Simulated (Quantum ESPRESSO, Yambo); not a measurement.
Levels of theory for the gap of Cs$_{2}$LiYCl$_{6}$

Cs2LiYCl6 (space group Fm-3m, No. 225): one geometry, one set of PBEsol (Quantum ESPRESSO, PseudoDojo norm-conserving, 74 Ry, no spin-orbit coupling) orbitals, self-energies from Yambo (2×2×2 Γ-centred k mesh, bands 3 to 418 and a 7 Ry block in the screening, 418 bands in G with the Bruneval-Gonze terminator, plasmon pole fitted at 27.2 eV).

The geometry is that of Materials Project entry mp-567652, symmetrised and not relaxed again.

```csv
level,gap Γ → Γ (eV),rough Yambo cost
PBEsol (Quantum ESPRESSO),4.83,–
exchange only (Hartree-Fock self-energy on PBEsol orbitals),14.70,about 1/40 (6 states)
static COHSEX@PBEsol,9.12,within a factor of two (2 states)
"G0W0@PBEsol, plasmon pole",7.98,1 (6 states)
```

Bare exchange has no screening and gives the widest gap; static COHSEX screens it but leaves out the frequency dependence, which G0W0 restores.

Costs are rough ratios of core time on shared machines.

Nearest settings tried, and what they do to the gap: 149 bands in G: +43 meV; 187 bands in W: +51 meV; 6 Ry block (537 vectors against 645): -30 meV. Not varied: mesh. So the settings aren't converged at that level. The k mesh is coarse.
